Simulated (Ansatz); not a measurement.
## HfO2 (fluorite), scan of one atom of the cell

Starting cell, HfO2 (fluorite):

```xyz
3
Lattice="0.0000 2.5488 2.5488 2.5488 0.0000 2.5488 2.5488 2.5488 0.0000" Properties=species:S:1:pos:R:3 pbc="T T T"
Hf     0.0000     0.0000     0.0000
O      1.2744     1.2744     1.2744
O      3.8232     3.8232     3.8232
```

In each cell atom 2 (O, nearest neighbour Hf at 2.207 Å; its periodic images, 3.6 Å or more away, move with it) moves by s·(0.577, 0.577, 0.577) (along Cartesian [111]), the rest being held.

All values below come from PBE (plane waves to 420 eV, PAW, scalar-relativistic; Ansatz, a program for electronic structure). k mesh 9×9×9 (Γ-centred), Fermi-Dirac smearing 0.05 eV. Energies are smeared free energies. Compression counts positive. F∥ is the force on the atom along that direction. HfO2 is run without spin polarisation. HfO2 was relaxed with its symmetry unable to fall. Spin-orbit coupling is left out, though Hf is heavy. This is a high-temperature form of HfO2. ΔE is measured from the undisplaced structure.

```csv
s (Å),ΔE (eV/cell),P (GPa),F∥ (eV/Å)
-0.220,0.319,4.79,3.253
-0.176,0.195,2.92,2.420
-0.132,0.104,1.56,1.692
-0.088,0.044,0.66,1.053
-0.044,0.011,0.15,0.493
0.000,0.000,0.00,0.000
0.044,0.010,0.14,-0.434
0.088,0.037,0.54,-0.817
0.132,0.081,1.16,-1.156
0.176,0.139,1.96,-1.456
0.220,0.209,2.92,-1.722
```

Read from the data:

The energy at s = 0.220 Å comes out as 209 meV/cell. The force along the line at s = -0.220 Å is 3.25 eV/Å and the force constant k = d²E/ds² at s = 0 (finite differences) comes out as 10.5 eV/Å². Symmetry of the curve: not even: the negative side lies higher at ±0.220 Å. Shape of the curve: a single well with its minimum at or next to zero displacement. Harmonic estimate at the end of the scan: ½ks² = 254 meV/cell against the computed 209 meV/cell, so the well is softer than harmonic there.

(A displaced cell: forces are minus the slopes of the energy, force constants its curvatures, and phonons follow from these.)
